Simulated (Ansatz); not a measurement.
AlN (CsCl type, Pm-3m) under volume change, PBEsol (plane waves, PAW; program Ansatz), scaled uniformly.

```json
[
 {"V (Å³/atom)": "7.936", "E − E(relaxed) (meV/atom)": "…", "P (GPa)": "…"},
 {"V (Å³/atom)": "8.198", "E − E(relaxed) (meV/atom)": "22.2", "P (GPa)": "14.31"},
 {"V (Å³/atom)": "8.459", "E − E(relaxed) (meV/atom)": "5.2", "P (GPa)": "6.60"},
 {"V (Å³/atom)": "8.721", "E − E(relaxed) (meV/atom)": "0.0", "P (GPa)": "0.00"},
 {"V (Å³/atom)": "8.983", "E − E(relaxed) (meV/atom)": "4.7", "P (GPa)": "-5.64"},
 {"V (Å³/atom)": "9.244", "E − E(relaxed) (meV/atom)": "…", "P (GPa)": "…"},
 {"V (Å³/atom)": "9.506", "E − E(relaxed) (meV/atom)": "38.5", "P (GPa)": "-14.60"}
]
```

What belongs in the gaps?


- 7.936, E − E(relaxed) (meV/atom): 52.7
- 7.936, P (GPa): 23.32
- 9.244, E − E(relaxed) (meV/atom): 18.0
- 9.244, P (GPa): -10.46

What does a third-order Birch–Murnaghan fit give for V₀, B₀ and B′?

V₀ = 8.72 Å³/atom, B₀ = 203 GPa, B′ = 4.2.

A made-up cell: these elements were put on the sites of a structure type; neither database checked (COD, Materials Project) lists it. It is not the phase usual at ambient conditions (space group No. 186, 216). Symmetry was held in the PBEsol relaxation. At this level the phase is dynamically unstable (imaginary phonons).

Potentials: the earlier of the program's two PAW sets. The files were generated under PBE; for other functionals the program regenerates the frozen cores, and for LDA and PBEsol the local potential too.
